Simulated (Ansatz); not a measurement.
Ru (hcp, Mg type)

```
Ru
1.0
    2.70456     0.00000     0.00000
   -1.35228     2.34222     0.00000
    0.00000     0.00000     4.26009
Ru
2
Direct
  0.33333   0.66667   0.75000
  0.66667   0.33333   0.25000
```

In each cell atom 2 (Ru, nearest neighbour Ru at 2.641 Å; its periodic images, 2.7 Å or more away, move with it) moves by s·(0.577, 0.577, 0.577) (along Cartesian [111]), the rest being held.

Level of theory: r2SCAN (plane waves to 500 eV, PAW, scalar-relativistic; Ansatz, a quantum-chemistry and plane-wave program). k mesh 16×16×9 (Γ-centred), Fermi-Dirac smearing 0.05 eV. Energies are smeared free energies. Stress and pressure are positive under compression. Left out: 4 of 11 points, with atoms too close for the PAW data. With partly filled bands, energies and forces of such displacements shift with the k mesh and the smearing. F∥ is the force on the atom along that direction. F⊥ is the part of the force across the line. Ru is run without spin polarisation. Ru was relaxed with its symmetry unable to fall. The zero of ΔE is the undisplaced structure.

| s (Å) | ΔE (meV/cell) | |F⊥| (eV/Å) | P (GPa) | F∥ (eV/Å) |
|---|---|---|---|---|
| -0.474 | 1100 | 2.144 | 21.7 | 4.877 |
| -0.316 | 472 | 0.988 | 9.6 | 3.086 |
| -0.158 | 118 | 0.364 | 2.4 | 1.470 |
| 0.000 | 0 | 0.000 | -0.1 | 0.000 |
| 0.158 | 114 | 0.410 | 2.4 | -1.414 |
| 0.316 | 458 | 1.101 | 10.0 | -3.018 |
| 0.474 | 1095 | 2.330 | 23.5 | -5.178 |

What the scan shows:

* **Energy at s = 0.474 Å**: 1095 meV/cell
* **Force along the line at s = -0.474 Å**: 4.88 eV/Å
* **Shape of the curve**: a single well with its minimum at or next to zero displacement
* **Force constant k = d²E/ds² at s = 0 (finite differences)**: 8.95 eV/Å²
* **Harmonic estimate at the end of the scan**: ½ks² = 1006 meV/cell against the computed 1095 meV/cell, so the well is stiffer than harmonic there

(A displaced cell: forces are minus the slopes of the energy, force constants its curvatures, and phonons follow from these.)
